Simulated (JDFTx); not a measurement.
An input for JDFTx (a modified build) (ZrB2(1 0 -1 1), soft-sphere model, water, 2 M NaCl; bohr, hartree) and the course of its log:

```
lattice \
  5.9857454643 2.9928727416 0.0000000000 \
  0.0000000000 8.4815578742 0.0000000000 \
  0.0000000000 0.0000000000 43.8416460913
coords-type Lattice
ion B 0.7644854867 0.2210290267 -0.1502176862 0
ion B 0.1983754383 0.3532491234 -0.1284365287 0
ion B 0.0670977832 0.6158044337 -0.0623899510 0
ion B 0.5048397719 0.7403204562 -0.0311949750 0
ion B 0.3803237489 0.9893525022 0.0311949750 0
ion B 0.8180657377 0.1138685247 0.0623899510 0
ion B 0.6867880825 0.3764238349 0.1284365287 0
ion B 0.1206780341 0.5086439316 0.1502176862 0
ion Zr 0.4774367598 0.7951264804 -0.1400823810 0
ion Zr 0.7859687774 0.1780624452 -0.0467924630 0
ion Zr 0.0991947434 0.5516105132 0.0467924630 0
ion Zr 0.4077267610 0.9345464780 0.1400823810 0
ion-species pseudo/b_pbe_v1.4.upf
ion-species pseudo/zr_pbe_v1.upf
elec-cutoff 20 100
elec-ex-corr gga-PBE
coulomb-interaction Slab 001
coulomb-truncation-embed 0 0 0
kpoint-folding 8 8 1
elec-smearing Fermi 0.01
elec-n-bands 52
target-mu -0.067619
electronic-scf nIterations 100 energyDiffThreshold 1e-07
fluid LinearPCM
pcm-variant SoftSphere
fluid-solvent H2O
fluid-cation Na+ 2
fluid-anion Cl- 2
fluid-minimize nIterations 400 knormThreshold 1e-12
wavefunction read f1.wfns
elec-initial-eigenvals f1.eigenvals
elec-initial-fillings read f1.fillings
fluid-initial-state f1.fluidState
dump-name f1_u0.$VAR
dump End State Ecomponents EigStats BandEigs Forces ElecDensity IonicPositions Fillings Kpoints Dtot FluidDebug BoundCharge FluidDensity
```

```
[one cycle in 5 is shown, and the last three; fluid-solver lines are left out]
	FillingsUpdate:  mu: -0.067619000  nElectrons: 73.733104
SCF: Cycle:  0   G: -206.813065515367242   dG: +3.703e-01   |Residual|: 6.351e-02   |deigs|: 3.620e-07
	FillingsUpdate:  mu: -0.067619000  nElectrons: 72.383116
SCF: Cycle:  5   G: -207.187610703144088   dG: -2.207e-03   |Residual|: 5.800e-03   |deigs|: 9.741e-04
	FillingsUpdate:  mu: -0.067619000  nElectrons: 72.722367
SCF: Cycle: 10   G: -207.190456269581006   dG: -6.712e-04   |Residual|: 3.086e-03   |deigs|: 1.057e-03
	FillingsUpdate:  mu: -0.067619000  nElectrons: 72.954945
SCF: Cycle: 15   G: -207.192490666575310   dG: +1.030e-03   |Residual|: 4.953e-03   |deigs|: 1.837e-03
	FillingsUpdate:  mu: -0.067619000  nElectrons: 73.162494
SCF: Cycle: 20   G: -207.194116954709159   dG: -2.494e-03   |Residual|: 5.098e-03   |deigs|: 2.975e-03
	FillingsUpdate:  mu: -0.067619000  nElectrons: 73.729819
SCF: Cycle: 25   G: -207.197422156491655   dG: -1.010e-03   |Residual|: 9.238e-03   |deigs|: 1.138e-03
	FillingsUpdate:  mu: -0.067619000  nElectrons: 73.848749
SCF: Cycle: 30   G: -207.197462327991133   dG: +4.665e-05   |Residual|: 1.125e-02   |deigs|: 1.598e-04
	FillingsUpdate:  mu: -0.067619000  nElectrons: 72.415818
SCF: Cycle: 35   G: -207.187133105513993   dG: +3.021e-03   |Residual|: 8.907e-03   |deigs|: 3.842e-03
	FillingsUpdate:  mu: -0.067619000  nElectrons: 72.370472
SCF: Cycle: 40   G: -207.186806084889383   dG: -1.961e-04   |Residual|: 8.945e-03   |deigs|: 2.787e-04
	FillingsUpdate:  mu: -0.067619000  nElectrons: 72.565561
SCF: Cycle: 45   G: -207.189925196288044   dG: -2.672e-04   |Residual|: 3.950e-03   |deigs|: 5.017e-04
	FillingsUpdate:  mu: -0.067619000  nElectrons: 72.439156
SCF: Cycle: 50   G: -207.188176059931664   dG: -4.590e-05   |Residual|: 4.856e-03   |deigs|: 1.431e-04
	FillingsUpdate:  mu: -0.067619000  nElectrons: 72.782321
SCF: Cycle: 55   G: -207.190617336602344   dG: +9.409e-04   |Residual|: 4.740e-03   |deigs|: 1.719e-03
	FillingsUpdate:  mu: -0.067619000  nElectrons: 72.908614
SCF: Cycle: 60   G: -207.192010212146926   dG: -3.903e-03   |Residual|: 3.684e-03   |deigs|: 6.481e-03
	FillingsUpdate:  mu: -0.067619000  nElectrons: 72.364057
SCF: Cycle: 65   G: -207.186589226727563   dG: -9.028e-04   |Residual|: 9.672e-03   |deigs|: 9.174e-04
	FillingsUpdate:  mu: -0.067619000  nElectrons: 72.474965
SCF: Cycle: 70   G: -207.188652423676075   dG: +7.545e-04   |Residual|: 3.635e-03   |deigs|: 1.278e-03
	FillingsUpdate:  mu: -0.067619000  nElectrons: 72.623297
SCF: Cycle: 75   G: -207.190260867628893   dG: -1.815e-04   |Residual|: 3.423e-03   |deigs|: 2.909e-04
	FillingsUpdate:  mu: -0.067619000  nElectrons: 72.928022
SCF: Cycle: 80   G: -207.192081906413875   dG: -9.269e-04   |Residual|: 3.456e-03   |deigs|: 1.582e-03
	FillingsUpdate:  mu: -0.067619000  nElectrons: 73.062503
SCF: Cycle: 85   G: -207.192543634354081   dG: -3.608e-05   |Residual|: 5.529e-03   |deigs|: 2.040e-04
	FillingsUpdate:  mu: -0.067619000  nElectrons: 73.126786
SCF: Cycle: 90   G: -207.193241235860228   dG: -1.814e-03   |Residual|: 5.323e-03   |deigs|: 2.631e-03
	FillingsUpdate:  mu: -0.067619000  nElectrons: 72.872604
SCF: Cycle: 95   G: -207.191562179477359   dG: -7.981e-04   |Residual|: 3.613e-03   |deigs|: 1.707e-03
	FillingsUpdate:  mu: -0.067619000  nElectrons: 72.767899
SCF: Cycle: 97   G: -207.190838058574542   dG: +8.420e-04   |Residual|: 3.302e-03   |deigs|: 1.860e-03
	FillingsUpdate:  mu: -0.067619000  nElectrons: 72.824117
SCF: Cycle: 98   G: -207.191271065343756   dG: -4.330e-04   |Residual|: 3.401e-03   |deigs|: 1.076e-03
	FillingsUpdate:  mu: -0.067619000  nElectrons: 72.927938
SCF: Cycle: 99   G: -207.191951300113374   dG: -6.802e-04   |Residual|: 3.831e-03   |deigs|: 1.245e-03
SCF: None of the convergence criteria satisfied after 100 iterations.
IonicMinimize: Iter:   0  G: -207.191951300113374  |grad|_K:  0.000e+00
IonicMinimize: Converged (|grad|_K<1.000000e-04).
```

This run gave no converged result. The electronic loop ended without meeting its threshold, so the last energy, electron count and forces aren't results.
